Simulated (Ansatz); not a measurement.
Relaxed-ion elastic tensor of CoNbS2 in space group P6_3/mmc (No. 194; S on 4f, Nb on 2b, Co on 2a) in GPa (Voigt order), PBE+D3(BJ) (plane waves, PAW; program Ansatz); density 6.64 g/cm³, 13.51 Å³ per atom.

|  | 1 | 2 | 3 | 4 | 5 | 6 |
|---|---|---|---|---|---|---|
| 1 | 302 | 123 | 122 | 0.0 | 0.0 | 0.0 |
| 2 | 123 | 302 | 122 | 0.0 | 0.0 | 0.0 |
| 3 | 122 | 122 | 357 | 0.0 | 0.0 | 0.0 |
| 4 | 0.0 | 0.0 | 0.0 | 117 | 0.0 | 0.0 |
| 5 | 0.0 | 0.0 | 0.0 | 0.0 | 117 | 0.0 |
| 6 | 0.0 | 0.0 | 0.0 | 0.0 | 0.0 | 90.0 |

Q: Is the crystal mechanically stable?

A: Yes: the smallest eigenvalue of C is 90.0 GPa.

Q: Work out the Voigt, Reuss and Hill averages.

A: K_V = 188, K_R = 187, K_H = 188; G_V = 104, G_R = 103, G_H = 104 GPa.

Q: Give Young's modulus, Poisson's ratio, Pugh's ratio and the universal anisotropy index.

A: E = 9KG/(3K + G) = 263 GPa; ν = 0.27; K/G = 1.81 (near the Pugh limit of 1.75, no verdict); A_U = 5G_V/G_R + K_V/K_R − 6 = 0.08.

Q: Estimate the sound speeds and the Debye temperature.

A: v_l = √((K + 4G/3)/ρ) = 7010 m/s, v_t = √(G/ρ) = 3950 m/s, mean 4400 m/s; Θ = (h/k)(3n/4πV)^(1/3) v_m = 550 K.

Q: How much does each axis shrink under pressure?

A: Linear compressibilities β_i = Σ_j S_ij (j = 1 to 3): x 1.9, y 1.9, z 1.5 per TPa.

The cell is a constructed one: a structure type filled with these elements; neither database checked (COD, Materials Project) lists it. Its standing as an ambient phase is unchecked. The cell was relaxed with PBE+D3(BJ) under the symmetry of its start; its stability against distortions is not shown here. The workflow began spin-polarised and lost its moments. As this level gives no gap, shear constants depend on the k-mesh and smearing (Fermi–Dirac, 0.1 eV here).

Potentials: the later of the program's two PAW sets.
